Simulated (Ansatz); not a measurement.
**W, a known structure type with other elements, at an estimated volume**

```
W
1.0
     0.00000    2.70673    0.00000
     2.70673    0.00000    0.00000
     1.35336    1.35336   -2.07614
W
1
Direct
  0.00000 0.00000 0.00000
```

The numbers come from plane-wave PAW DFT (Ansatz): PBEsol, no spin polarisation, 420 eV, 16×16×16 Γ-centred k points, fermi-dirac occupations (width 0.1 eV). Nothing was relaxed.

- Electronic structure: It is a metal, with about 0.93 states/eV a cell as the mean within 0.25 eV of the Fermi level, mostly W d (88 %).
- Stress: The pressure is 16.6 GPa (compression positive), so with the atoms held at these fractions the cell would first expand. The principal stresses 12.3, 12.3, 25.2 GPa differ, so its shape would change too.
- Contacts: W–W at 2.71 Å: least valence density 0.44 e/Å³ and ELF 0.38 there. These are pseudo-fields; inside the PAW spheres they differ from the all-electron ones.

Origin: a known structure type with other elements, at an estimated volume, so it need not be a known compound. Caveats: atoms or cell far from equilibrium.
